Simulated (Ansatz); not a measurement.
NbRh$_{3}$:
```cif
data_NbRh3
_chemical_formula_sum 'Nb1 Rh3'
_space_group_name_H-M_alt 'Pm-3m'
_space_group_IT_number 221
_space_group_name_Hall '-P 4 2 3'
_cell_length_a 3.84525
_cell_length_b 3.84525
_cell_length_c 3.84525
_cell_angle_alpha 90.000
_cell_angle_beta 90.000
_cell_angle_gamma 90.000
loop_
_atom_site_label
_atom_site_type_symbol
_atom_site_symmetry_multiplicity
_atom_site_Wyckoff_symbol
_atom_site_fract_x
_atom_site_fract_y
_atom_site_fract_z
_atom_site_occupancy
Nb1 Nb 1 a 0.00000 0.00000 0.00000 1
Rh1 Rh 3 c 0.00000 0.50000 0.50000 1
```

Relaxed with PBEsol.

Task: Tabulate the valence density and the electron localisation function along the shortest Nb–Rh contact (2.72 Å), PBEsol in the plane-wave PAW code Ansatz.

Result: 

```
distance from Nb (Å)  density (e/Å³)   ELF
--------------------  --------------  ----
0.27                            5.17  0.45
0.41                            5.04  0.69
0.54                            4.01  0.78
0.68                            2.62  0.74
0.82                            1.46  0.58
0.95                            0.77  0.34
1.09                            0.47  0.20
1.22                            0.37  0.21
1.36                            0.36  0.27
1.50                            0.42  0.30
1.63                            0.57  0.30
1.77                            0.92  0.36
1.90                            1.85  0.49
2.04                            3.69  0.62
2.18                            6.29  0.71
2.31                            9.33  0.76
2.45                           12.19  0.77
```

The density is the valence pseudo-density with augmentation charge, so density and ELF within about 1 Å of a nucleus are not all-electron values.

The workflow started from an entry of the Crystallography Open Database (COD). Whether it is the stable phase at ambient conditions was not checked. Symmetry was held in the PBEsol relaxation; whether a distortion lowers the energy is not shown. The run is not spin-polarised.

Potentials: the later of the program's two PAW sets.
